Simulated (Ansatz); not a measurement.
Na:
```
Na
1.0
    3.77859     0.00000     0.00000
   -1.88929     3.27235     0.00000
    0.00000     0.00000     6.10801
Na
2
Direct
  0.33333   0.66667   0.25000
  0.66667   0.33333   0.75000
```

Relaxed with r²SCAN.

Map the electron localisation function on the plane through (0.333, 0.667, 0.250) spanned by u = [1, 1, 0] and v = [1, -1, 0] in lattice vectors, from r²SCAN in the plane-wave PAW code Ansatz.

x is the fraction of u, y of v (the angle between them is 90°; rows are the nearest grid lines); atoms in the plane: Na at (0.00, 0.00), Na at (0.50, 0.50).
```
|35996000477400069953|
|56995000477400059965|
|99840002688620004899|
|65200014899841000256|
|00001368999986310000|
|00124688999988642100|
|77887753222235778877|
|88876310000001367888|
|98863000000000036889|
|88510004788740001588|
|87300038999983000378|
|76200289744798200267|
|86200289744798200268|
|87400038999983000478|
|98510004788740001589|
|99863100000000136899|
|99986310000001368999|
|88888753222235788888|
|00124678888887642100|
|00001368899886310000|
|65200014788741000256|
|99840002688620004899|
|56995000477400059965|
|35996000477400069953|
```
Scale: ten equal steps from 0.019 (start of '0') to 0.589 (end of '9'), in the order '0123456789'; x runs from 0.000 to 1.00, y from 0.000 (bottom) to 1.00 (top).

The density is the valence pseudo-density with augmentation charge, so density and ELF within about 1 Å of a nucleus are not all-electron values.

Space group P6_3/mmc (hcp (Mg type)). The first step of the workflow began from a Materials Project structure, measured or hypothetical; the Crystallography Open Database files this formula in space group No. 194, but the cells were not matched. It is not the phase usual at ambient conditions (space group No. 229). The cell keeps a stress of up to 0.2 GPa. The r²SCAN relaxation kept the symmetry of its start; its stability against distortions is not shown here.

Potentials: the earlier of the program's two PAW sets.
